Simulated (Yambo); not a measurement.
One stored BSE kernel of dimension 1944 for BaTiO3 (space group P4mm, No. 99) (Yambo, PBEsol bands; 6×6×6 mesh, 3 valence and 3 conduction bands, static screening with 44 bands and a 3 Ry block, scissor 1.56 eV, Tamm-Dancoff; broadening 0.15 eV; field along x), solved in several ways.

| solver | iterations | largest change of Im ε (% of its maximum) | rough time |
|---|---|---|---|
| Haydock, threshold 2 % | 5 | 76 | within a factor of two |
| Haydock, threshold 0.5 % | 10 | 23 | within a factor of two |
| Haydock, threshold 0.1 % | 18 | 3.6 | within a factor of two |
| Haydock, threshold 0.005 % | 29 | 0.3 | 1 |
| SLEPc, lowest 10 states | – | no full spectrum | within a factor of two |
| SLEPc, lowest 60 states | – | no full spectrum | within a factor of two |
| full diagonalisation | – | reference | about 9× |

Haydock gives the spectrum without eigenstates, SLEPc the lowest states alone, full diagonalisation everything at a cost that grows as the cube of the dimension. Times include reading the kernel. Times are rough ratios from shared machines. Mesh and scissor weren't tested; the rows compare only with each other.

Geometry of the Materials Project entry, not relaxed at this level; primitive cell a = b = 3.990 Å, c = 4.103 Å, α = β = γ = 90.00°.
